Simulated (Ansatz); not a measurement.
Relaxed-ion elastic tensor of ZnO in space group P6_3mc (No. 186; Zn on 2a, Zn on 2b, O on 2a, O on 2b) in GPa (Voigt order), r²SCAN in the plane-wave PAW code Ansatz; density 5.73 g/cm³, 11.80 Å³ per atom.

|  | 1 | 2 | 3 | 4 | 5 | 6 |
|---|---|---|---|---|---|---|
| 1 | 210 | 132 | 109 | 0.0 | 0.0 | 0.0 |
| 2 | 132 | 210 | 109 | 0.0 | 0.0 | 0.0 |
| 3 | 109 | 109 | 231 | 0.0 | 0.0 | 0.0 |
| 4 | 0.0 | 0.0 | 0.0 | 36.5 | 0.0 | 0.0 |
| 5 | 0.0 | 0.0 | 0.0 | 0.0 | 36.5 | 0.0 |
| 6 | 0.0 | 0.0 | 0.0 | 0.0 | 0.0 | 38.8 |

Q: Is the crystal mechanically stable?

A: Yes: the smallest eigenvalue of C is 36.5 GPa.

Q: Work out the Voigt, Reuss and Hill averages.

A: K_V = 150, K_R = 150, K_H = 150; G_V = 42.4, G_R = 40.8, G_H = 41.6 GPa.

Q: Give Young's modulus, Poisson's ratio, Pugh's ratio and the universal anisotropy index.

A: E = 9KG/(3K + G) = 114 GPa; ν = 0.37; K/G = 3.61 (ductile by the Pugh limit of 1.75); A_U = 5G_V/G_R + K_V/K_R − 6 = 0.20.

Q: Estimate the sound speeds and the Debye temperature.

A: v_l = √((K + 4G/3)/ρ) = 5990 m/s, v_t = √(G/ρ) = 2700 m/s, mean 3040 m/s; Θ = (h/k)(3n/4πV)^(1/3) v_m = 398 K.

Q: Solve the Christoffel equation for the three sound speeds along x, y, z.

A: Eigenvalues of C_ijkl n_j n_l equal ρv² (piezoelectric stiffening left out). In km/s, slowest first: x 2.53, 2.60, 6.05; y 2.53, 2.60, 6.05; z 2.53, 2.53, 6.36.

Q: How much does each axis shrink under pressure?

A: Linear compressibilities β_i = Σ_j S_ij (j = 1 to 3): x 2.2, y 2.2, z 2.2 per TPa.

The cell is a constructed one: a structure type filled with these elements. Its sites differ from those of the usual phase in this space group: another stacking or structure type. Symmetry was held in the r²SCAN relaxation; whether a distortion lowers the energy is not shown.

Potentials: the later of the program's two PAW sets.
